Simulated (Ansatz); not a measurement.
# Zone-centre modes in InO

Computed with DFT PBEsol, scalar-relativistic, plane waves, PAW (Ansatz 0.2.0). The runs took a 420 eV cutoff, a Γ-centred 10×6×2 mesh and Gaussian smearing (0.05 eV). No spin polarisation.

Zero of the scan (relaxed at this level; it needn't be the usual structure):

```
In O
1.0
     3.39433    0.00000    0.00000
     0.00000    5.87915    0.00000
     0.00000    0.00000   15.83921
In O
4 4
Cartesian
  1.6972 0.9799 9.3248
  0.0000 3.9194 9.3248
  1.6972 0.9799 6.5144
  0.0000 3.9194 6.5144
  1.6972 2.9396 10.1207
  0.0000 0.0000 10.1207
  1.6972 2.9396 5.7185
  0.0000 0.0000 5.7185
```

The cell holds layers and no dispersion correction was added, so their binding is poorly described.

Harmonic modes by finite displacements of 0.02 Å, without the LO–TO term. The cell doubles the primitive one, so its zone centre also holds the primitive cell's point q = (0, 1/2, 0).

(1) At this geometry, is the structure stable against these modes?

(2) List the wavenumbers in cm⁻¹.

Results:

(1) Yes: no mode is imaginary beyond 10 cm⁻¹, and only the three translations lie near zero.

(2) 0, 0, 0, 40, 40, 60, 87, 97, 129, 143, 154, 158, 357, 361, 379, 406, 424, 424, 426, 426, 434, 436, 466, 516.

Cost: 1 run of about 10 core-minutes, on Intel Xeon Processor @ 2.70GHz (shared hosts).